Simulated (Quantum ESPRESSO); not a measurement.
## Au2NbHf3LiAl (finding a planted mistake in a log)

Computed values, not a measurement. The program is pw.x of Quantum ESPRESSO 7.5 (plane-wave density functional theory). The cell is made up: eight metal atoms on a hexagonal close-packed lattice, with elements, volume, strain and displacements drawn at random and not relaxed, so it may be unstable or far from any real phase. PseudoDojo standard norm-conserving files set the functional (PBE unless stated); there is no spin polarisation or spin-orbit coupling, the Fermi-Dirac width of 0.25 eV means electrons at about 2900 K, and the masses in the input are unused placeholders. Heavy elements are run without spin-orbit coupling, which real alloys of them have. A spin test at this wide smearing found no moment, but such smearing suppresses magnetism that the real alloy may have.

Intended input:

```
&control calculation='scf', pseudo_dir='./dojo.nc.sr.pbe.v0_5.standard.upf', outdir='./o', disk_io='minimal', tprnfor=.true., tstress=.true. /
&system ibrav=0, nat=8, ntyp=5, nbnd=60, ecutwfc=82.02448710, nosym=.true., tot_charge=0,
 occupations='smearing', smearing='fd', degauss=0.0183746611
/
&electrons conv_thr=1.470e-08, electron_maxstep=70, mixing_beta=0.5 /
ATOMIC_SPECIES
Al 1.0 Al.upf
Au 1.0 Au.upf
Hf 1.0 Hf.upf
Li 1.0 Li.upf
Nb 1.0 Nb.upf
CELL_PARAMETERS angstrom
-3.1389 0.0 0.0
0.0 5.4367 -4.9264
0.0 -5.4367 -4.9264
ATOMIC_POSITIONS angstrom
Au 0.0504 0.0886 -0.0237
Nb -0.084 1.877 -2.3544
Hf -0.0149 0.0215 -5.0031
Hf -0.0027 1.8398 -7.4096
Li -1.5548 -1.0216 -2.5553
Au -1.4953 -2.7004 -5.0388
Hf -1.4646 -0.9288 -7.3825
Al -1.5918 2.821 -5.0071
K_POINTS automatic
7 3 3 1 1 1
```

The log is shortened where brackets say so; the opening notice, blank lines, dates and the lines on written files are dropped, and the path of the files is cut. It prints rydbergs, bohrs and kilobars, and counts compression as positive stress. Its total energy is the free energy E - TS of the whole cell.

Log of the intended run:

```
     Program PWSCF v.7.5
     Parallel version (MPI & OpenMP), running on       4 processor cores
     Number of MPI processes:                 4
     Threads/MPI process:                     1
     [start-up lines left out]
     bravais-lattice index     =            0
     lattice parameter (alat)  =       5.9317  a.u.
     unit-cell volume          =    1134.6688 (a.u.)^3
     number of atoms/cell      =            8
     number of atomic types    =            5
     number of electrons       =        93.00
     number of Kohn-Sham states=           60
     kinetic-energy cutoff     =      82.0245  Ry
     charge density cutoff     =     328.0979  Ry
     scf convergence threshold =      1.5E-08
     mixing beta               =       0.5000
     number of iterations used =            8  plain     mixing
     Exchange-correlation= PBE
                           (   1   4   3   4   0   0   0)
     [axes and pseudopotential details left out]
   Cartesian axes
     site n.     atom                  positions (alat units)
         1        Au     tau(   1) = (   0.0160566   0.0282264  -0.0075504  )
         2        Nb     tau(   2) = (  -0.0267610   0.5979802  -0.7500717  )
         3        Hf     tau(   3) = (  -0.0047469   0.0068495  -1.5939023  )
         4        Hf     tau(   4) = (  -0.0008602   0.5861289  -2.3605722  )
         5        Li     tau(   5) = (  -0.4953328  -0.3254643  -0.8140750  )
         6        Au     tau(   6) = (  -0.4763771  -0.8603014  -1.6052757  )
         7        Hf     tau(   7) = (  -0.4665966  -0.2958998  -2.3519386  )
         8        Al     tau(   8) = (  -0.5071203   0.8987225  -1.5951767  )
     number of k points=    32  Fermi-Dirac smearing, width (Ry)=  0.0184
                       cart. coord. in units 2pi/alat
        k(    1) = (  -0.0714286   0.0000000  -0.1061932), wk =   0.0634921
        k(    2) = (  -0.0714286   0.1924513   0.1061932), wk =   0.0634921
     [further k points left out]
     Dense  grid:   113877 G-vectors     FFT dimensions: (  36,  80,  80)
     Estimated max dynamical RAM per process >     306.03 MB
     Estimated total dynamical RAM >       1.11 GB
     Initial potential from superposition of free atoms
     starting charge      92.9849, renormalised to      93.0000
     Starting wfcs are   66 randomized atomic wfcs
     total cpu time spent up to now is        3.1 secs
     per-process dynamical memory:   218.9 Mb
     Self-consistent Calculation
     iteration #  1     ecut=    82.02 Ry     beta= 0.50
     Davidson diagonalization with overlap
     ethr =  1.00E-02,  avg # of iterations =  3.1
     total cpu time spent up to now is        8.3 secs
     total energy              =   -1073.18536956 Ry
     estimated scf accuracy    <       2.99144402 Ry
     iteration #  2     ecut=    82.02 Ry     beta= 0.50
     Davidson diagonalization with overlap
     ethr =  3.22E-03,  avg # of iterations =  4.8
     total cpu time spent up to now is       14.3 secs
     total energy              =   -1072.19647720 Ry
     estimated scf accuracy    <      36.93046604 Ry
     [iterations 3 to 15 left out]
     iteration # 16     ecut=    82.02 Ry     beta= 0.50
     Davidson diagonalization with overlap
     ethr =  3.49E-10,  avg # of iterations =  3.8
     total cpu time spent up to now is       78.6 secs
     total energy              =   -1074.94660232 Ry
     estimated scf accuracy    <       0.00000003 Ry
     iteration # 17     ecut=    82.02 Ry     beta= 0.50
     Davidson diagonalization with overlap
     ethr =  3.67E-11,  avg # of iterations =  3.9
     total cpu time spent up to now is       83.6 secs
     End of self-consistent calculation
     [lines on levels left out]
!    total energy              =   -1074.94660233 Ry
     estimated scf accuracy    <          2.5E-09 Ry
     smearing contrib. (-TS)   =      -0.10902042 Ry
     internal energy E=F+TS    =   -1074.83758191 Ry
     The total energy is F=E-TS. E is the sum of the following terms:
     one-electron contribution =    -524.43387723 Ry
     hartree contribution      =     288.48239418 Ry
     xc contribution           =    -220.85096404 Ry
     ewald contribution        =    -618.03513482 Ry
     convergence has been achieved in  17 iterations
     Forces acting on atoms (cartesian axes, Ry/au):
     atom    1 type  2   force =     0.00204184   -0.01811733    0.00854154
     atom    2 type  5   force =     0.01071933    0.00575619   -0.04587527
     atom    3 type  3   force =     0.01101761   -0.00203235    0.03041069
     atom    4 type  3   force =     0.00501864   -0.00381617   -0.02113068
     atom    5 type  4   force =    -0.00176425    0.01640232    0.01884145
     atom    6 type  2   force =    -0.00736153    0.01428088    0.03510876
     atom    7 type  3   force =    -0.01884187   -0.00185844   -0.04515906
     atom    8 type  1   force =    -0.00082977   -0.01061509    0.01926257
     Total force =     0.095889     Total SCF correction =     0.000285
     Computing stress (Cartesian axis) and pressure
          total   stress  (Ry/bohr**3)                   (kbar)     P=      -69.17
  -0.00049212   0.00001421   0.00001542          -72.39        2.09        2.27
   0.00001421  -0.00051230  -0.00001135            2.09      -75.36       -1.67
   0.00001542  -0.00001135  -0.00040623            2.27       -1.67      -59.76
     init_run     :      2.95s CPU      3.04s WALL (       1 calls)
     electrons    :     80.33s CPU     80.51s WALL (       1 calls)
     forces       :      1.01s CPU      1.02s WALL (       1 calls)
     stress       :      3.37s CPU      3.43s WALL (       1 calls)
     [timing details left out]
     PWSCF        :   1m27.74s CPU   1m28.11s WALL
     JOB DONE.
```

A second run was made from an input with one planted mistake. Its log:

```
     Program PWSCF v.7.5
     Parallel version (MPI & OpenMP), running on       4 processor cores
     Number of MPI processes:                 4
     Threads/MPI process:                     1
     [start-up lines left out]
     bravais-lattice index     =            0
     lattice parameter (alat)  =       5.9317  a.u.
     unit-cell volume          =    1134.6688 (a.u.)^3
     number of atoms/cell      =            8
     number of atomic types    =            5
     number of electrons       =        93.00
     number of Kohn-Sham states=           60
     kinetic-energy cutoff     =      82.0245  Ry
     charge density cutoff     =     328.0979  Ry
     scf convergence threshold =      1.5E-08
     mixing beta               =       0.5000
     number of iterations used =            8  plain     mixing
     Exchange-correlation= SLA  PW   NOGX NOGC
                           (   1   4   0   0   0   0   0)
     [axes and pseudopotential details left out]
   Cartesian axes
     site n.     atom                  positions (alat units)
         1        Au     tau(   1) = (   0.0160566   0.0282264  -0.0075504  )
         2        Nb     tau(   2) = (  -0.0267610   0.5979802  -0.7500717  )
         3        Hf     tau(   3) = (  -0.0047469   0.0068495  -1.5939023  )
         4        Hf     tau(   4) = (  -0.0008602   0.5861289  -2.3605722  )
         5        Li     tau(   5) = (  -0.4953328  -0.3254643  -0.8140750  )
         6        Au     tau(   6) = (  -0.4763771  -0.8603014  -1.6052757  )
         7        Hf     tau(   7) = (  -0.4665966  -0.2958998  -2.3519386  )
         8        Al     tau(   8) = (  -0.5071203   0.8987225  -1.5951767  )
     number of k points=    32  Fermi-Dirac smearing, width (Ry)=  0.0184
                       cart. coord. in units 2pi/alat
        k(    1) = (  -0.0714286   0.0000000  -0.1061932), wk =   0.0634921
        k(    2) = (  -0.0714286   0.1924513   0.1061932), wk =   0.0634921
     [further k points left out]
     Dense  grid:   113877 G-vectors     FFT dimensions: (  36,  80,  80)
     Estimated max dynamical RAM per process >     306.03 MB
     Estimated total dynamical RAM >       1.11 GB
     Initial potential from superposition of free atoms
     starting charge      92.9867, renormalised to      93.0000
     Starting wfcs are   66 randomized atomic wfcs
     total cpu time spent up to now is        3.1 secs
     per-process dynamical memory:   218.9 Mb
     Self-consistent Calculation
     iteration #  1     ecut=    82.02 Ry     beta= 0.50
     Davidson diagonalization with overlap
     ethr =  1.00E-02,  avg # of iterations =  3.1
     total cpu time spent up to now is        8.2 secs
     total energy              =   -1070.86421365 Ry
     estimated scf accuracy    <       2.86067791 Ry
     iteration #  2     ecut=    82.02 Ry     beta= 0.50
     Davidson diagonalization with overlap
     ethr =  3.08E-03,  avg # of iterations =  4.9
     total cpu time spent up to now is       14.2 secs
     total energy              =   -1069.85428111 Ry
     estimated scf accuracy    <      36.30715689 Ry
     [iterations 3 to 15 left out]
     iteration # 16     ecut=    82.02 Ry     beta= 0.50
     Davidson diagonalization with overlap
     ethr =  3.02E-10,  avg # of iterations =  3.6
     total cpu time spent up to now is       78.2 secs
     total energy              =   -1072.54579444 Ry
     estimated scf accuracy    <       0.00000003 Ry
     iteration # 17     ecut=    82.02 Ry     beta= 0.50
     Davidson diagonalization with overlap
     ethr =  3.05E-11,  avg # of iterations =  4.3
     total cpu time spent up to now is       83.1 secs
     End of self-consistent calculation
     [lines on levels left out]
!    total energy              =   -1072.54579444 Ry
     estimated scf accuracy    <          1.4E-09 Ry
     smearing contrib. (-TS)   =      -0.11018799 Ry
     internal energy E=F+TS    =   -1072.43560645 Ry
     The total energy is F=E-TS. E is the sum of the following terms:
     one-electron contribution =    -526.90242639 Ry
     hartree contribution      =     288.57262724 Ry
     xc contribution           =    -216.07067248 Ry
     ewald contribution        =    -618.03513482 Ry
     convergence has been achieved in  17 iterations
     Forces acting on atoms (cartesian axes, Ry/au):
     atom    1 type  2   force =     0.00135115   -0.00801133    0.01736579
     atom    2 type  5   force =     0.00894230    0.01447176   -0.03190292
     atom    3 type  3   force =     0.00914549   -0.00647439    0.01286790
     atom    4 type  3   force =     0.00412863   -0.01763893   -0.02498522
     atom    5 type  4   force =    -0.00165586    0.01530055    0.01751854
     atom    6 type  2   force =    -0.00535749    0.01293024    0.02564299
     atom    7 type  3   force =    -0.01572298   -0.00006269   -0.03476149
     atom    8 type  1   force =    -0.00083125   -0.01051520    0.01825440
     Total force =     0.078839     Total SCF correction =     0.000145
     Computing stress (Cartesian axis) and pressure
          total   stress  (Ry/bohr**3)                   (kbar)     P=     -140.84
  -0.00097395   0.00001607   0.00001252         -143.27        2.36        1.84
   0.00001607  -0.00098121  -0.00000034            2.36     -144.34       -0.05
   0.00001252  -0.00000034  -0.00091710            1.84       -0.05     -134.91
     init_run     :      2.87s CPU      2.95s WALL (       1 calls)
     electrons    :     79.83s CPU     80.07s WALL (       1 calls)
     forces       :      0.96s CPU      0.97s WALL (       1 calls)
     stress       :      3.32s CPU      3.40s WALL (       1 calls)
     [timing details left out]
     PWSCF        :   1m27.11s CPU   1m27.55s WALL
     JOB DONE.
```

Question: the log repeats what the program read. Compare it with the intended run: what was wrong in the second input?

Answer: the files are those of another functional. The input lines that differ:

```
- &control calculation='scf', pseudo_dir='./dojo.nc.sr.pbe.v0_5.standard.upf', outdir='./o', disk_io='minimal', tprnfor=.true., tstress=.true. /
+ &control calculation='scf', pseudo_dir='./dojo.nc.sr.lda.v0_4_1.standard.upf', outdir='./o', disk_io='minimal', tprnfor=.true., tstress=.true. /
```

```
                                            intended run  run with the mistake
                          free energy (eV)    -14625.394            -14592.729
         entropy term -TS, part of it (eV)        -1.483                -1.499
                            pressure (GPa)         -6.92                -14.08
size of the largest force component (eV/Å)         1.180                 0.894
largest change of a force component (eV/Å)                               0.451
                                iterations            17                    17
```

For scale, a rerun of the intended cell at a higher cutoff and on a denser mesh moved values by no more than 0.004 eV in energy, 0.04 GPa in stress and 0.007 eV/Å in force, and a second program with other atomic files agreed on that cell to 2 % rms in force and 0.5 GPa in pressure. Files of another functional or element have another zero of energy, so the energy change says nothing on stability.